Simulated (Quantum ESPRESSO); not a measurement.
## Al6MgSiN8 (input and log of a self-consistent run)

Simulated, not a measurement. The program is pw.x of Quantum ESPRESSO 7.5 (plane-wave density functional theory). The cell is made up: 16 atoms on a doubled wurtzite lattice, with randomly drawn elements, strain and displacements, not relaxed. PseudoDojo standard norm-conserving files (v0.5 for PBE, v0.4.1 for LDA and PBEsol) set the functional; there is no spin polarisation, spin-orbit coupling or dispersion term, and the masses in the input are unused placeholders.

Input:

```
&control calculation='scf', pseudo_dir='./dojo.nc.sr.pbe.v0_5.standard.upf', outdir='./o', disk_io='low', tprnfor=.true., tstress=.true. /
&system ibrav=0, nat=16, ntyp=4, nbnd=42, ecutwfc=84.00895049, nosym=.true., tot_charge=0,
 occupations='smearing', smearing='fd', degauss=0.0018374661
/
&electrons conv_thr=7.350e-09, electron_maxstep=60, /
ATOMIC_SPECIES
Al 1.0 Al.upf
Mg 1.0 Mg.upf
N 1.0 N.upf
Si 1.0 Si.upf
CELL_PARAMETERS angstrom
3.1073 -0.0029 -0.0065
-0.005 5.3525 0.018
-0.0212 0.0339 10.0131
ATOMIC_POSITIONS angstrom
Al -0.0445 0.0434 -0.035
Al 1.489 2.6903 0.0832
Al 1.5186 1.0002 2.5238
Mg -0.0171 3.5471 2.4767
Si 0.0209 0.0476 5.0267
Al 1.5324 2.7355 5.0507
Al 1.5278 0.8338 7.6078
Al -0.0568 3.5883 7.452
N -0.04 -0.0324 1.8499
N 1.4907 2.6336 1.8886
N 1.5676 0.8275 4.2924
N 0.093 3.5985 4.5243
N -0.0463 0.0865 6.9985
N 1.5082 2.6876 6.8352
N 1.4746 0.8661 9.351
N -0.0228 3.6195 9.4199
K_POINTS automatic
7 4 2 1 1 1
```

The log is shortened where brackets say so; the opening notice, blank lines, dates and the lines on written files are dropped, and the path of the files is cut. It prints rydbergs, bohrs and kilobars, and counts compression as positive stress. With no partly filled state, the Fermi energy that it prints is only some level between the filled and the empty states on the mesh, and need not lie in the true gap.

```
     Program PWSCF v.7.5
     Parallel version (MPI & OpenMP), running on       4 processor cores
     Number of MPI processes:                 4
     Threads/MPI process:                     1
     [start-up lines left out]
     bravais-lattice index     =            0
     lattice parameter (alat)  =       5.8720  a.u.
     unit-cell volume          =    1123.8226 (a.u.)^3
     number of atoms/cell      =           16
     number of atomic types    =            4
     number of electrons       =        72.00
     number of Kohn-Sham states=           42
     kinetic-energy cutoff     =      84.0090  Ry
     charge density cutoff     =     336.0358  Ry
     scf convergence threshold =      7.3E-09
     mixing beta               =       0.7000
     number of iterations used =            8  plain     mixing
     Exchange-correlation= PBE
                           (   1   4   3   4   0   0   0)
     [axes and pseudopotential details left out]
   Cartesian axes
     site n.     atom                  positions (alat units)
         1        Al     tau(   1) = (  -0.0143211   0.0139671  -0.0112638  )
         2        Al     tau(   2) = (   0.4791929   0.8657976   0.0267756  )
         3        Al     tau(   3) = (   0.4887188   0.3218863   0.8122143  )
         4        Mg     tau(   4) = (  -0.0055032   1.1415347   0.7970564  )
         5        Si     tau(   5) = (   0.0067261   0.0153187   1.6177024  )
         6        Al     tau(   6) = (   0.4931600   0.8803440   1.6254262  )
         7        Al     tau(   7) = (   0.4916796   0.2683352   2.4483571  )
         8        Al     tau(   8) = (  -0.0182795   1.1547937   2.3982172  )
         9        N      tau(   9) = (  -0.0128729  -0.0104270   0.5953384  )
        10        N      tau(  10) = (   0.4797400   0.8475503   0.6077930  )
        11        N      tau(  11) = (   0.5044881   0.2663077   1.3813886  )
        12        N      tau(  12) = (   0.0299294   1.1580763   1.4560191  )
        13        N      tau(  13) = (  -0.0149004   0.0278376   2.2522710  )
        14        N      tau(  14) = (   0.4853719   0.8649287   2.1997175  )
        15        N      tau(  15) = (   0.4745587   0.2787300   3.0093571  )
        16        N      tau(  16) = (  -0.0073375   1.1648346   3.0315307  )
     number of k points=    28  Fermi-Dirac smearing, width (Ry)=  0.0018
                       cart. coord. in units 2pi/alat
        k(    1) = (   0.0716584   0.0723731   0.0774878), wk =   0.0714286
        k(    2) = (   0.0713343   0.0728946  -0.0776768), wk =   0.0714286
     [further k points left out]
     Dense  grid:   116855 G-vectors     FFT dimensions: (  36,  60, 120)
     Estimated max dynamical RAM per process >     239.95 MB
     Estimated total dynamical RAM >     874.22 MB
     Initial potential from superposition of free atoms
     starting charge      71.9838, renormalised to      72.0000
     Starting wfcs are   65 randomized atomic wfcs
     total cpu time spent up to now is        3.9 secs
     per-process dynamical memory:   172.1 Mb
     Self-consistent Calculation
     iteration #  1     ecut=    84.01 Ry     beta= 0.70
     Davidson diagonalization with overlap
     ethr =  1.00E-02,  avg # of iterations =  3.1
     total cpu time spent up to now is       10.2 secs
     total energy              =    -319.94211927 Ry
     estimated scf accuracy    <       5.38946748 Ry
     iteration #  2     ecut=    84.01 Ry     beta= 0.70
     Davidson diagonalization with overlap
     ethr =  7.49E-03,  avg # of iterations =  3.1
     total cpu time spent up to now is       15.9 secs
     total energy              =    -316.54098121 Ry
     estimated scf accuracy    <      24.24572406 Ry
     iteration #  3     ecut=    84.01 Ry     beta= 0.70
     Davidson diagonalization with overlap
     ethr =  7.49E-03,  avg # of iterations =  5.2
     total cpu time spent up to now is       22.3 secs
     total energy              =    -319.69216331 Ry
     estimated scf accuracy    <      19.90153127 Ry
     iteration #  4     ecut=    84.01 Ry     beta= 0.70
     Davidson diagonalization with overlap
     ethr =  7.49E-03,  avg # of iterations =  2.8
     total cpu time spent up to now is       27.6 secs
     total energy              =    -322.32006556 Ry
     estimated scf accuracy    <       0.92951249 Ry
     iteration #  5     ecut=    84.01 Ry     beta= 0.70
     Davidson diagonalization with overlap
     ethr =  1.29E-03,  avg # of iterations =  3.1
     total cpu time spent up to now is       32.0 secs
     total energy              =    -322.31638164 Ry
     estimated scf accuracy    <       0.37454552 Ry
     [iterations 6 to 12 left out]
     iteration # 13     ecut=    84.01 Ry     beta= 0.70
     Davidson diagonalization with overlap
     ethr =  1.45E-08,  avg # of iterations =  3.6
     total cpu time spent up to now is       77.3 secs
     total energy              =    -322.29930315 Ry
     estimated scf accuracy    <       0.00000349 Ry
     iteration # 14     ecut=    84.01 Ry     beta= 0.70
     Davidson diagonalization with overlap
     ethr =  4.85E-09,  avg # of iterations =  2.8
     total cpu time spent up to now is       82.6 secs
     total energy              =    -322.29930403 Ry
     estimated scf accuracy    <       0.00000030 Ry
     iteration # 15     ecut=    84.01 Ry     beta= 0.70
     Davidson diagonalization with overlap
     ethr =  4.19E-10,  avg # of iterations =  2.9
     total cpu time spent up to now is       87.4 secs
     total energy              =    -322.29930409 Ry
     estimated scf accuracy    <       0.00000005 Ry
     iteration # 16     ecut=    84.01 Ry     beta= 0.70
     Davidson diagonalization with overlap
     ethr =  7.48E-11,  avg # of iterations =  2.1
     total cpu time spent up to now is       92.2 secs
     total energy              =    -322.29930410 Ry
     estimated scf accuracy    <          9.2E-09 Ry
     iteration # 17     ecut=    84.01 Ry     beta= 0.70
     Davidson diagonalization with overlap
     ethr =  1.28E-11,  avg # of iterations =  2.9
     total cpu time spent up to now is       97.0 secs
     End of self-consistent calculation
          k = 0.0717 0.0724 0.0775 ( 14630 PWs)   bands (ev):
   -63.2283 -30.1483 -30.0662 -30.0512  -9.3669  -8.0944  -7.0311  -6.4717
    -6.1605  -5.0634  -4.5486  -3.4661  -0.2748   0.7378   1.5329   2.4894
     2.7999   2.9236   3.5617   4.1595   4.2921   4.7446   4.9171   5.0663
     5.5128   5.7582   5.9510   6.0472   6.4172   6.8161   7.1462   7.2947
     7.3895   8.2269   8.7437   9.0268  10.1313  11.3535  12.2415  12.8378
    13.5613  13.9403
     [levels at the other k points left out]
     the Fermi energy is     9.5911 ev
!    total energy              =    -322.29930410 Ry
     estimated scf accuracy    <          3.3E-10 Ry
     smearing contrib. (-TS)   =      -0.00000000 Ry
     internal energy E=F+TS    =    -322.29930410 Ry
     The total energy is F=E-TS. E is the sum of the following terms:
     one-electron contribution =    -124.28128469 Ry
     hartree contribution      =     102.31539817 Ry
     xc contribution           =     -82.65981392 Ry
     ewald contribution        =    -217.67360365 Ry
     convergence has been achieved in  17 iterations
     Forces acting on atoms (cartesian axes, Ry/au):
     atom    1 type  1   force =    -0.00466204   -0.04295662    0.08188943
     atom    2 type  1   force =     0.02840156   -0.00488283   -0.02051556
     atom    3 type  1   force =     0.00015555   -0.12213246   -0.20161357
     atom    4 type  2   force =    -0.02936978    0.01332668    0.00231049
     atom    5 type  4   force =    -0.00376105   -0.08408443   -0.02098755
     atom    6 type  1   force =     0.07852689   -0.01660742   -0.04025600
     atom    7 type  1   force =    -0.01753772    0.10564854   -0.03915019
     atom    8 type  1   force =     0.01041487   -0.04602661    0.07147672
     atom    9 type  3   force =    -0.00121466    0.14230095    0.02910701
     atom   10 type  3   force =     0.03343375   -0.02564010   -0.00874329
     atom   11 type  3   force =     0.00200499   -0.00777075    0.21192536
     atom   12 type  3   force =    -0.09704184    0.11377055    0.04611134
     atom   13 type  3   force =     0.01965683   -0.03982497   -0.16629241
     atom   14 type  3   force =     0.00189184   -0.02440709    0.06500805
     atom   15 type  3   force =     0.01332234    0.05438496    0.04655824
     atom   16 type  3   force =    -0.03422152   -0.01509840   -0.05682807
     Total force =     0.489035     Total SCF correction =     0.000037
     Computing stress (Cartesian axis) and pressure
          total   stress  (Ry/bohr**3)                   (kbar)     P=       85.79
   0.00061246  -0.00015742   0.00011062           90.10      -23.16       16.27
  -0.00015742   0.00050555  -0.00024532          -23.16       74.37      -36.09
   0.00011062  -0.00024532   0.00063159           16.27      -36.09       92.91
     init_run     :      3.53s CPU      3.72s WALL (       1 calls)
     electrons    :     92.37s CPU     93.14s WALL (       1 calls)
     forces       :      1.15s CPU      1.17s WALL (       1 calls)
     stress       :      4.08s CPU      4.21s WALL (       1 calls)
     [timing details left out]
     PWSCF        :   1m41.40s CPU   1m42.56s WALL
     JOB DONE.
```

In other units: free energy -4385.105 eV for the cell, pressure 8.58 GPa, largest force component 5.449 eV/Å. A rerun of a related cell, with the same atoms placed differently, at 1437 eV and a 9 x 6 x 4 mesh moved values by no more than 0.005 eV in energy, 0.03 GPa in stress and 0.003 eV/Å in force.